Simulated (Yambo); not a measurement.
Yambo run on BaS (rock salt, space group Fm-3m, No. 225). The wavefunctions are PBEsol (Quantum ESPRESSO, PseudoDojo norm-conserving, 57 Ry, no spin-orbit coupling) ones on a 4×4×4 mesh (8 occupied bands); a = b = c = 4.4755 Å, α = β = γ = 60.00°.

Yambo input:

```
rim_cut
HF_and_locXC
RandQpts= 1000000
RandGvec= 1 Ry
EXXRLvcs= 56.6 Ry
VXCRLvcs= 226.4 Ry
% QPkrange
 1 | 1 | 8 | 9 |
 3 | 3 | 8 | 9 |
 7 | 7 | 8 | 9 |
 8 | 8 | 8 | 9 |
%
```

k points by index: 1 = Γ, 3 = L, 7 = X, 8 = W.

The o-*.hf file then holds:

```
#    K-point    Band    Eo [eV]    Ehf [eV]    Vxc [eV]    Vnlxc [eV]
#
    1    8    0.000000    -3.089935    -12.54753    -15.63746
    1    9    3.634413    7.819324    -8.317388    -4.132476
    3    8    -1.079635    -4.500450    -11.76962    -15.19043
    3    9    5.460157    10.08404    -8.275729    -3.651848
    7    8    -0.091551    -3.248476    -12.51177    -15.66869
    7    9    2.038466    5.961930    -8.205700    -4.282236
    8    8    -0.422718    -3.614398    -12.03873    -15.23041
    8    9    4.224134    8.727401    -9.263473    -4.760206
```
Exchange alone, without screening.

Geometry relaxed with PBEsol.
